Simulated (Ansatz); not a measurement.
Input file for Ansatz (an electronic-structure program):

Ansatz 0.2 input:
```yaml
crystal:
  lattice:
    - [0.0, 2.1071069594, 2.1071069594]
    - [2.1071069594, 0.0, 2.1071069594]
    - [2.1071069594, 2.1071069594, 0.0]
  atoms:
    - { symbol: Mg, position: [0.5, 0.5, 0.5] }
    - { symbol: O, position: [0.0, 0.0, 0.0] }
kpoints:
  mp_grid: { grid: [11, 11, 11] }
hamiltonian:
  xc: pbesol
  pseudopotentials: { kind: paw }
scf:
  occupations: { method: fixed }
elastic: { mode: relaxed_ion, stencil: two_point, amplitude: 0.005, f_tol: 0.0005 }
```

Output (shortened):

```
Pseudopotential: Mg, paw, valence charge 10
Pseudopotential: O, paw, valence charge 6
Functional definition: PBEsol
Crystal: 2 atoms, lattice volume = 18.711 Å³
Basis set: ecut = 420 eV, 339 PW (Γ), exchange–correlation on 40×40×40 points (8 copies of the dense FFT grid, shifted against one another)
Bands: 12, of which v1, the nominal top of the filled ones, is band 8 counted from 1 (7 counted from 0)
Symmetry: 48 space group operations
Space group: Fm-3m (ITA 225), of the structure as read, at distance tolerance 2.7e-5 Å
k-points: 56 of 1331
SCF iter   1: F=—  HF=-2475.880993 eV  |F-HF|=—  |Δ(HF+E_count)|=         —  Δρ=1.46e-2  dr2=3.16e-2  ethr=1.77e-3  ⟨swp⟩=4.6  Hψ=3499  notcnv=0  defer=100
preconditioner: auto → none
SCF iter   2: F=—  HF=-2475.873243 eV  |F-HF|=—  |Δ(HF+E_count)|=   7.75e-3  Δρ=6.93e-3  dr2=5.87e-3  ethr=1.97e-4  ⟨swp⟩=2.1  Hψ=1379  notcnv=0  defer=110
SCF iter   3: F=—  HF=-2475.871390 eV  |F-HF|=—  |Δ(HF+E_count)|=   1.85e-3  Δρ=8.53e-4  dr2=7.03e-5  ethr=3.67e-5  ⟨swp⟩=2.0  Hψ=951  notcnv=0  defer=110
SCF iter   4: F=—  HF=-2475.871359 eV  |F-HF|=—  |Δ(HF+E_count)|=   3.17e-5  Δρ=1.41e-4  dr2=1.62e-6  ethr=4.39e-7  ⟨swp⟩=2.0  Hψ=930  notcnv=0  defer=78
SCF iter   5: F=—  HF=-2475.871360 eV  |F-HF|=—  |Δ(HF+E_count)|=   1.48e-6  Δρ=1.74e-5  dr2=2.16e-8  ethr=1.01e-8  ⟨swp⟩=2.3  Hψ=953  notcnv=0  defer=1
SCF iter   6: F=—  HF=-2475.871360 eV  |F-HF|=—  |Δ(HF+E_count)|=   1.52e-8  Δρ=2.48e-6  dr2=2.96e-10  ethr=1.35e-10  ⟨swp⟩=2.1  Hψ=934  notcnv=0  defer=1
SCF iter   7: F=—  HF=-2475.871360 eV  |F-HF|=—  |Δ(HF+E_count)|=  4.32e-10  Δρ=3.47e-7  dr2=1.02e-11  ethr=1.85e-12  ⟨swp⟩=2.0  Hψ=877  notcnv=0  defer=1
SCF iter   8: F=-2475.871360 eV  HF=-2475.871360 eV  |F-HF|=4.55e-13  |Δ(HF+E_count)|=  3.64e-12  Δρ=3.09e-8  dr2=5.76e-14  ethr=1.00e-12  ⟨swp⟩=5.3  Hψ=3664  notcnv=0
SCF 1 converged in 8 iterations: F = -2475.871360 eV  dr2 = 5.76e-14
Crystal: 2 atoms, lattice volume = 18.617 Å³
Symmetry: 16 space group operations
k-points: 126 of 1331
iter 1 solved again at ethr=3.34e-7 eV; its pass at ethr=3.10e-3 eV (dr2=5.34e-5 eV) is discarded
SCF iter   1: F=—  HF=-2475.871022 eV  |F-HF|=—  |Δ(HF+E_count)|=         —  Δρ=7.06e-4  dr2=6.91e-5  ethr=3.34e-7  ⟨swp⟩=2.0  Hψ=9287  notcnv=0  defer=249
preconditioner: auto → none
SCF iter   2: F=—  HF=-2475.870992 eV  |F-HF|=—  |Δ(HF+E_count)|=   2.96e-5  Δρ=3.18e-4  dr2=1.26e-5  ethr=3.34e-7  ⟨swp⟩=2.0  Hψ=2014  notcnv=0  defer=51
SCF iter   3: F=—  HF=-2475.870990 eV  |F-HF|=—  |Δ(HF+E_count)|=   2.10e-6  Δρ=1.46e-4  dr2=3.03e-6  ethr=7.90e-8  ⟨swp⟩=2.0  Hψ=1913  notcnv=0  defer=9
SCF iter   4: F=—  HF=-2475.870989 eV  |F-HF|=—  |Δ(HF+E_count)|=   6.31e-7  Δρ=1.88e-5  dr2=2.04e-8  ethr=1.89e-8  ⟨swp⟩=2.0  Hψ=1976  notcnv=0  defer=1
SCF iter   5: F=—  HF=-2475.870989 eV  |F-HF|=—  |Δ(HF+E_count)|=   9.59e-9  Δρ=3.27e-6  dr2=7.16e-10  ethr=1.28e-10  ⟨swp⟩=2.0  Hψ=2457  notcnv=0  defer=1
SCF iter   6: F=—  HF=-2475.870989 eV  |F-HF|=—  |Δ(HF+E_count)|=  3.03e-10  Δρ=1.63e-7  dr2=1.37e-12  ethr=4.48e-12  ⟨swp⟩=2.5  Hψ=2005  notcnv=0  defer=1
SCF iter   7: F=-2475.870989 eV  HF=-2475.870989 eV  |F-HF|=4.55e-13  |Δ(HF+E_count)|=  1.82e-12  Δρ=1.86e-8  dr2=2.04e-14  ethr=1.00e-12  ⟨swp⟩=4.8  Hψ=5138  notcnv=0
SCF 2 converged in 7 iterations: F = -2475.870989 eV  dr2 = 2.04e-14
Crystal: 2 atoms, lattice volume = 18.804 Å³
iter 1 solved again at ethr=5.97e-10 eV; its pass at ethr=3.10e-3 eV (dr2=9.55e-8 eV) is discarded
SCF iter   1: F=—  HF=-2475.870919 eV  |F-HF|=—  |Δ(HF+E_count)|=         —  Δρ=7.61e-5  dr2=1.26e-7  ethr=5.97e-10  ⟨swp⟩=3.1  Hψ=9219  notcnv=0  defer=135
preconditioner: auto → none
SCF iter   2: F=—  HF=-2475.870906 eV  |F-HF|=—  |Δ(HF+E_count)|=   1.32e-5  Δρ=3.79e-5  dr2=2.77e-8  ethr=5.97e-10  ⟨swp⟩=2.0  Hψ=2394  notcnv=0  defer=135
SCF iter   3: F=—  HF=-2475.870906 eV  |F-HF|=—  |Δ(HF+E_count)|=   2.10e-7  Δρ=2.25e-5  dr2=3.83e-9  ethr=1.73e-10  ⟨swp⟩=2.0  Hψ=1853  notcnv=0  defer=135
SCF iter   4: F=—  HF=-2475.870906 eV  |F-HF|=—  |Δ(HF+E_count)|=   1.31e-7  Δρ=5.47e-6  dr2=1.90e-10  ethr=2.40e-11  ⟨swp⟩=2.0  Hψ=1823  notcnv=0  defer=135
SCF iter   5: F=—  HF=-2475.870906 eV  |F-HF|=—  |Δ(HF+E_count)|=   8.17e-9  Δρ=8.45e-7  dr2=4.89e-12  ethr=1.19e-12  ⟨swp⟩=2.8  Hψ=2569  notcnv=0  defer=135
SCF iter   6: F=-2475.870906 eV  HF=-2475.870906 eV  |F-HF|=9.09e-13  |Δ(HF+E_count)|=  1.98e-10  Δρ=5.91e-8  dr2=4.87e-14  ethr=1.00e-12  ⟨swp⟩=3.1  Hψ=6245  notcnv=0
SCF 3 converged in 6 iterations: F = -2475.870906 eV  dr2 = 4.87e-14
Crystal: 2 atoms, lattice volume = 18.711 Å³
Symmetry: 8 space group operations
k-points: 216 of 1331
iter 1 solved again at ethr=2.76e-8 eV; its pass at ethr=3.10e-3 eV (dr2=4.41e-6 eV) is discarded
SCF iter   1: F=—  HF=-2475.871197 eV  |F-HF|=—  |Δ(HF+E_count)|=         —  Δρ=2.98e-4  dr2=7.02e-6  ethr=2.76e-8  ⟨swp⟩=3.5  Hψ=17270  notcnv=0  defer=424
preconditioner: auto → none
SCF iter   2: F=—  HF=-2475.871184 eV  |F-HF|=—  |Δ(HF+E_count)|=   1.23e-5  Δρ=1.45e-4  dr2=1.58e-6  ethr=2.76e-8  ⟨swp⟩=1.0  Hψ=2626  notcnv=0  defer=78
SCF iter   3: F=—  HF=-2475.871183 eV  |F-HF|=—  |Δ(HF+E_count)|=   9.56e-7  Δρ=1.05e-5  dr2=6.62e-9  ethr=9.89e-9  ⟨swp⟩=2.2  Hψ=3368  notcnv=0  defer=8
SCF iter   4: F=—  HF=-2475.871183 eV  |F-HF|=—  |Δ(HF+E_count)|=   4.69e-9  Δρ=5.13e-6  dr2=3.52e-9  ethr=4.14e-11  ⟨swp⟩=2.0  Hψ=4320  notcnv=0  defer=8
SCF iter   5: F=—  HF=-2475.871183 eV  |F-HF|=—  |Δ(HF+E_count)|=   1.23e-9  Δρ=8.85e-7  dr2=9.45e-11  ethr=2.20e-11  ⟨swp⟩=2.0  Hψ=3388  notcnv=0  defer=8
SCF iter   6: F=—  HF=-2475.871183 eV  |F-HF|=—  |Δ(HF+E_count)|=  3.73e-11  Δρ=1.49e-7  dr2=1.10e-12  ethr=5.91e-13 (applied; sched 1.00e-12)  ⟨swp⟩=2.0  Hψ=3290  notcnv=0  defer=8
SCF iter   7: F=-2475.871183 eV  HF=-2475.871183 eV  |F-HF|=0.00e0  |Δ(HF+E_count)|=  4.55e-13  Δρ=2.15e-8  dr2=1.78e-14  ethr=1.00e-12  ⟨swp⟩=4.3  Hψ=8704  notcnv=0
SCF 4 converged in 7 iterations: F = -2475.871183 eV  dr2 = 1.78e-14
Crystal: 2 atoms, lattice volume = 18.711 Å³
iter 1 solved again at ethr=2.42e-11 eV; its pass at ethr=3.10e-3 eV (dr2=3.87e-9 eV) is discarded
SCF iter   1: F=—  HF=-2475.871197 eV  |F-HF|=—  |Δ(HF+E_count)|=         —  Δρ=8.29e-6  dr2=2.45e-9  ethr=2.42e-11  ⟨swp⟩=3.1  Hψ=16135  notcnv=0  defer=227
preconditioner: auto → none
SCF iter   2: F=—  HF=-2475.871183 eV  |F-HF|=—  |Δ(HF+E_count)|=   1.39e-5  Δρ=4.51e-6  dr2=6.85e-10  ethr=1.53e-11  ⟨swp⟩=2.0  Hψ=4320  notcnv=0  defer=227
SCF iter   3: F=—  HF=-2475.871183 eV  |F-HF|=—  |Δ(HF+E_count)|=  5.62e-10  Δρ=1.93e-6  dr2=2.55e-10  ethr=4.28e-12  ⟨swp⟩=2.1  Hψ=3520  notcnv=0  defer=227
SCF iter   4: F=—  HF=-2475.871183 eV  |F-HF|=—  |Δ(HF+E_count)|=  1.63e-10  Δρ=2.99e-7  dr2=5.57e-12  ethr=1.59e-12  ⟨swp⟩=2.1  Hψ=3237  notcnv=0  defer=227
SCF iter   5: F=—  HF=-2475.871183 eV  |F-HF|=—  |Δ(HF+E_count)|=  1.36e-12  Δρ=1.35e-7  dr2=1.06e-12  ethr=3.48e-14 (applied; sched 1.00e-12)  ⟨swp⟩=2.0  Hψ=4296  notcnv=0  defer=227
SCF iter   6: F=-2475.871183 eV  HF=-2475.871183 eV  |F-HF|=4.55e-13  |Δ(HF+E_count)|=    0.00e0  Δρ=1.50e-8  dr2=1.01e-14  ethr=1.00e-12  ⟨swp⟩=3.0  Hψ=10099  notcnv=0
SCF 5 converged in 6 iterations: F = -2475.871183 eV  dr2 = 1.01e-14
SCF converged after 8 iterations
Free energy (F): -2475.871360 eV
Harris-Foulkes:  -2475.871360 eV  (|F-HF|=4.55e-13)
Internal energy: -2475.871360 eV  (E = F + TS)
E sigma→0 (E₀):  -2475.871360 eV
Fermi energy:    7.994571 eV
--- Per-component energies (eV) ---
  E_band       = -292.433445
  E_kinetic    = 254.940980
  E_local      = -1601.940793  (includes V_loc(G=0)·N_el)
  E_nonlocal   = 143.744279
  E_hartree    = 552.985108
  E_xc         = -103.899800
  E_vxc        = -133.876166  (∫ρ·V_xc dr)
  E_paw        = -433.089501  (= ΣΔE_a)
  E_vpaw       = -61.274482  (= ΣTr[D̂ρ^β])
  E_aug_tail   = 0.002515  (compensation charges beyond the density's cutoff)
  E_ewald      = -1288.708298
  E_core_change = 0.094150  (= ΣΔE_core)
  E_smearing   =  0.000000  (= −TS)
  E_closure    =  0.000000  (closes the sum)
  Σ components = -2475.871360   (vs F -2475.871360, Δ=0.00e0)
  [band-id]    e_kinetic+e_local+e_nonlocal+2·e_hartree+e_vxc+e_vpaw+e_augmentation_tail = -292.433451   (vs E_band -292.433445, Δ=-5.98e-6)
--- Forces (eV/Å), atoms counted from 1 ---
  atom   1  Mg     0.00000000     0.00000000     0.00000000
  atom   2  O      0.00000000     0.00000000     0.00000000
  max |Σ_I F_I| component: 0.0 eV/Å
--- Stress (GPa, compression-positive) ---
       -0.010127       0.000000       0.000000
        0.000000      -0.010127       0.000000
        0.000000       0.000000      -0.010127
  P = ⅓ Tr σ = -0.0101 GPa (-0.101 kbar)
--- Band table (eV; the first three rows and the last of 56) ---
  k-point 0: bands = ["-63.8643", "-30.7790", "-30.7790", "-30.7790", "-9.1921", "7.9946", "7.9946", "7.9946", "12.6138", "23.6607", "23.6607", "23.6607"]
  k-point 1: bands = ["-63.8636", "-30.7861", "-30.7797", "-30.7797", "-9.1001", "7.4346", "7.9380", "7.9380", "13.1511", "22.5438", "23.8600", "23.8600"]
  k-point 2: bands = ["-63.8617", "-30.8052", "-30.7816", "-30.7816", "-8.8432", "6.2537", "7.7902", "7.7902", "14.2265", "21.0889", "24.3011", "24.3011"]
  k-point 55: bands = ["-63.8526", "-30.8338", "-30.8305", "-30.8081", "-7.5690", "4.8717", "5.0824", "6.3515", "19.0794", "19.7572", "20.0559", "23.6642"]
--- Elastic constants: 2 strain directions × 2 members + reference (group order 48) ---
  dense FFT box of the reference and of every strained cell: 20×20×20
  strains applied: 11, 23; error gains: componentwise 1.00 (the most a stress slope's error grows in a printed constant), spectral 1.73 (1 for all six strains …
  C = ∂σ_k/∂η_j (tension-positive GPa; Voigt order 11 22 33 23 13 12):
       293.012     89.811     89.811      0.000      0.000      0.000
        89.811    293.012     89.811      0.000      0.000      0.000
        89.811     89.811    293.012      0.000      0.000      0.000
         0.000      0.000      0.000    144.590      0.000      0.000
         0.000      0.000      0.000      0.000    144.590      0.000
         0.000      0.000      0.000      0.000      0.000    144.590
  reference stress σ⁰ (GPa):      0.010      0.010      0.010      0.000      0.000      0.000
  C* (energy form; C + prestress term) asymmetry max|C*_kj − C*_jk| = 5.684e-14 GPa — a small one proves nothing (zero by symmetry where the batch's group is …
  moduli (Voigt/Reuss/Hill, GPa): K = 157.54/157.54/157.54   G = 127.39/123.66/125.53   E = 297.55   ν = 0.185
  mechanically stable: yes (min eigenvalue of sym C = 144.59 GPa)
  where every solve meets its electron count the energy-path curvature estimates C_jj along a normal strain and C_jj − ¼(σ⁰_aa + σ⁰_bb) along a shear (ab), of …
  strain η (Voigt 11):  stress-route row diagonal C_11 = 293.01 GPa, energy-path curvature d²(F+E_count+ΔE)/dδ²/Ω₀ = 293.16 GPa
         δ    σ_11 (GPa)             F (eV)   n_scf  n_hpsi   n_pw
    -5.000e-3      -1.5013       -2475.8709894       7   26554    375   relax 0 steps, max|allowed force component| 0.0 eV/Å
     5.000e-3       1.4289       -2475.8709060       6   25869    376   relax 0 steps, max|allowed force component| 0.0 eV/Å
  strain η (Voigt 23):  stress-route row diagonal C_44 = 144.59 GPa, energy-path curvature d²(F+E_count+ΔE)/dδ²/Ω₀ = 144.73 GPa
         δ    σ_23 (GPa)             F (eV)   n_scf  n_hpsi   n_pw
    -5.000e-3      -0.7230       -2475.8711833       7   45988    375   relax 0 steps, max|allowed force component| 0.0 eV/Å
     5.000e-3       0.7230       -2475.8711833       6   44631    375   relax 0 steps, max|allowed force component| 0.0 eV/Å
```

Cost: about 8 core-seconds (a rough figure) on shared cores.

The PBEsol relaxation kept the symmetry of its start; phonons on a q-mesh show no instability. The volume moved by -33 % from the start of the relaxation.

Potentials: the later of the program's two PAW sets.

Ansatz is a plane-wave DFT program.
